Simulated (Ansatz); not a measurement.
## Does relaxation matter for the field gradients of InP with an In vacancy?

Start: a supercell of InP (zinc blende type, F-43m) built from an entry of the Crystallography Open Database (COD) (the entry's cell lengths or inner coordinates differ somewhat from later room-temperature determinations), with all atoms left at the host's positions.

```cif
data_In26P27
_symmetry_space_group_name_H-M 'F-43m'
_symmetry_Int_Tables_number 216
_cell_length_a 17.5830
_cell_length_b 17.5830
_cell_length_c 17.5830
_cell_angle_alpha 90.000
_cell_angle_beta 90.000
_cell_angle_gamma 90.000
loop_
_atom_site_label
_atom_site_type_symbol
_atom_site_symmetry_multiplicity
_atom_site_Wyckoff_symbol
_atom_site_fract_x
_atom_site_fract_y
_atom_site_fract_z
In1 In 48 h 0.1667 0.0000 0.1667
In4 In 16 e 0.3333 0.8333 0.1667
In8 In 16 e 0.6667 0.6667 0.3333
In14 In 24 f 0.5000 0.6667 0.5000
P27 P 16 e 0.0833 0.9167 0.0833
P28 P 24 g 0.2500 0.9167 0.2500
P32 P 48 h 0.5833 0.7500 0.4167
P40 P 16 e 0.4167 0.5833 0.4167
P53 P 4 c 0.7500 0.2500 0.7500
```

One atom of each set is listed; the run and its k-mesh use a cell of 53 atoms with edges of 12.43, 12.43, 12.43 Å.

Method: Kohn–Sham DFT in Ansatz, PBE, plane waves and PAW, scalar-relativistic, 420 eV cutoff, Γ-centred 2×2×2 k-points, Fermi–Dirac smearing 0.01 eV, cell charge -3.

The largest force at the start is 0.89 eV/Å. Relaxing the ions at fixed cell moves them by 0.367 Å at most (atom 29, P) and 0.128 Å rms.

```csv
site,moved (Å),first shell before,first shell after,V_zz before (10²¹ V/m²),η before
In1,0.159,4 P at 2.54 Å,4 P at 2.53–2.58 Å,-4.94,0.54
In4,0.034,4 P at 2.54 Å,4 P at 2.55–2.57 Å,1.35,0.00
In8,0.016,4 P at 2.54 Å,4 P at 2.55 Å,1.15,0.00
In14,0.028,4 P at 2.54 Å,4 P at 2.54–2.56 Å,-0.77,0.77
P27,0.367,3 In at 2.54 Å,3 In at 2.53 Å,-6.78,0.00
P28,0.033,4 In at 2.54 Å,4 In at 2.55–2.57 Å,-1.84,0.40
P32,0.032,4 In at 2.54 Å,4 In at 2.54–2.58 Å,0.96,0.30
P40,0.006,4 In at 2.54 Å,4 In at 2.56–2.57 Å,-0.12,0.00
```

Task: What are V_zz and η after the relaxation?

Result: 

| site | V_zz after | η after | change of V_zz |
| --- | --- | --- | --- |
| In1 | -8.20 | 0.03 | -3.26 |
| In4 | 2.07 | 0.00 | +0.72 |
| In8 | 1.07 | 0.00 | -0.08 |
| In14 | 1.69 | 0.91 | – |
| P27 | -1.98 | 0.00 | +4.80 |
| P28 | 0.43 | 0.91 | – |
| P32 | -0.81 | 0.83 | – |
| P40 | -0.091 | 0.00 | +0.03 |

The largest change of V_zz along a kept axis is on P27, from -6.78 to -1.98. In per cent, |V_zz| changes by +66 on In, -71 on P (all sites that start above 2). Where |V_zz| stays above 0.1 and the axes keep their order, η moves most on In1, from 0.54 to 0.03. On P28, P32, In14 the largest principal value lies along another axis in the second run, so the two V_zz can't be compared directly. Sites without a gradient aren't listed. The electronic state changes along with the positions (a gap opens), so the changes aren't those of geometry alone.

The defect repeats with the cell of 53 atoms, so it feels its images: sites between two images don't show the values beside a lone defect, and zeros or small values of η there can come from the images' arrangement. A uniform background compensates the cell's charge. Without spin–orbit coupling (the program notes it for In) the gradients can shift somewhat, as the gap is small.
Before: The run isn't spin-polarised, and a state with spin may lie lower. The defect cell has no gap above 0.1 eV on its mesh, so the values can hang on the smearing and the k-mesh. The neighbours have not yet relaxed around the defect (largest force 0.89 eV/Å), so a real crystal will differ.
After: With a gap of 0.6 eV on this mesh, small gradients can still move by 0.1 × 10²¹ V/m² or more as the k-mesh gets denser.
